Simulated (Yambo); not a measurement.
```
AlBO3
1.0
    2.25274     1.30062     4.63431
   -2.25274     1.30062     4.63431
    0.00000    -2.60124     4.63431
B O Al
2 6 2
Cartesian
  0.00000   0.00000  10.42719
  0.00000   0.00000   3.47573
  0.69363   1.39983   5.79288
 -0.69363  -1.39983   8.11004
 -1.55911  -0.09921   5.79288
  1.55911   0.09921   8.11004
  0.86547  -1.30062   5.79288
 -0.86547   1.30062   8.11004
  0.00000   0.00000   6.95146
  0.00000   0.00000   0.00000
```

Response from Yambo on LDA (Quantum ESPRESSO, PseudoDojo norm-conserving, 84 Ry, without SOC) bands: 6×6×6 mesh, 70 bands, 3 Ry local-field block, 0.2 eV broadening.

Give the static electronic dielectric constant without and with local fields along each axis.


| field along | ε(0), independent particles | ε(0), RPA with local fields | refractive index √ε |
|---|---|---|---|
| x | 3.44 | 3.26 | 1.81 |
| z | 3.12 | 2.96 | 1.72 |
Electronic (clamped-ion) response only. LDA gaps are usually too small, which raises these values. Convergence of the RPA response with its 6×6×6 mesh was not tested. x, y and z are Cartesian axes of the cell as given.

Geometry of the Materials Project entry, not relaxed at this level.
